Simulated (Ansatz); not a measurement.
MoS₂:
```yaml
crystal:
  lattice:
    - [3.17410, 0.00000, 0.00000]
    - [-1.58705, 2.74885, 0.00000]
    - [0.00000, 0.00000, 12.48679]
  atoms:
    - { symbol: Mo, position: [0.33333, 0.66667, 0.25000] }
    - { symbol: Mo, position: [0.66667, 0.33333, 0.75000] }
    - { symbol: S, position: [0.33333, 0.66667, 0.62561] }
    - { symbol: S, position: [0.66667, 0.33333, 0.12561] }
    - { symbol: S, position: [0.66667, 0.33333, 0.37439] }
    - { symbol: S, position: [0.33333, 0.66667, 0.87439] }
```

Relaxed with r²SCAN+D4. Special points in fractions of this cell's reciprocal vectors: Γ (0.000, 0.000, 0.000); M (0.500, 0.000, 0.000); K (0.333, 0.333, 0.000); A (0.000, 0.000, 0.500); L (0.500, 0.000, 0.500); H (0.333, 0.333, 0.500).

Question: List the band energies nearest the valence-band maximum at these points for the program Ansatz at the r²SCAN+D4 level (PAW).

Answer: In eV from the valence-band maximum; about four levels below and three above (degenerate sets whole), none deeper than 8.9 eV; points with the same levels are listed once.

```json
[
 {"k": "Γ", "below": "-2.32 -2.32 -1.39 -1.09 0.00", "above": "2.25 2.25 2.27 2.27"},
 {"k": "M", "below": "-1.88 -1.72 -1.42 -1.31", "above": "1.69 1.73 2.12"},
 {"k": "K", "below": "-2.86 -2.86 -0.80 -0.66", "above": "1.07 1.07 2.11"},
 {"k": "A", "below": "-2.34 -2.34 -2.34 -2.34 -0.29 -0.29", "above": "2.26 2.26 2.26 2.26"},
 {"k": "L", "below": "-1.80 -1.80 -1.36 -1.36", "above": "1.71 1.71 2.24 2.24"},
 {"k": "H", "below": "-3.00 -3.00 -0.74 -0.74", "above": "1.08 1.08 2.53 2.53"}
]
```

Space group P6_3/mmc. Symmetry was held in the r²SCAN+D4 relaxation. No spin polarisation was allowed. Scalar-relativistic: spin–orbit coupling is off unless named, which matters more the heavier the elements.

Potentials: the later of the program's two PAW sets.
